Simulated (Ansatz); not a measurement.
PbS:
```yaml
crystal:
  lattice:
    - [0.00000, 3.00450, 3.00450]
    - [3.00450, 0.00000, 3.00450]
    - [3.00450, 3.00450, 0.00000]
  atoms:
    - { symbol: Pb, position: [0.50000, 0.50000, 0.50000] }
    - { symbol: S, position: [0.00000, 0.00000, 0.00000] }
```

Relaxed with PBE. Special points in fractions of this cell's reciprocal vectors: Γ (0.000, 0.000, 0.000); X (0.500, 0.000, 0.500); U (0.625, 0.250, 0.625); K (0.375, 0.375, 0.750); L (0.500, 0.500, 0.500); W (0.500, 0.250, 0.750).

Question: List the band energies nearest the valence-band maximum at these points for PBE with spin–orbit coupling in the plane-wave PAW code Ansatz.

Answer: In eV from the valence-band maximum; about four levels below and three above (degenerate sets whole), none deeper than 8.9 eV; points with the same levels are listed once.

| k | below | above |
|---|---|---|
| Γ | -1.89 -1.89 -1.89 -1.89 | 3.41 3.41 5.89 5.89 5.89 5.89 |
| X | -3.35 -3.35 -3.04 -3.04 | 4.10 4.10 4.38 4.38 |
| U | -2.76 -2.76 -2.28 -2.28 | 2.95 2.95 4.13 4.13 |
| L | -1.61 -1.61 0.00 0.00 | 0.05 0.05 1.72 1.72 |
| W | -3.99 -3.99 -0.93 -0.93 | 1.98 1.98 4.53 4.53 |

Space group Fm-3m (rock salt). The cell was relaxed with PBE under the symmetry of its start.

Potentials: the earlier of the program's two PAW sets.
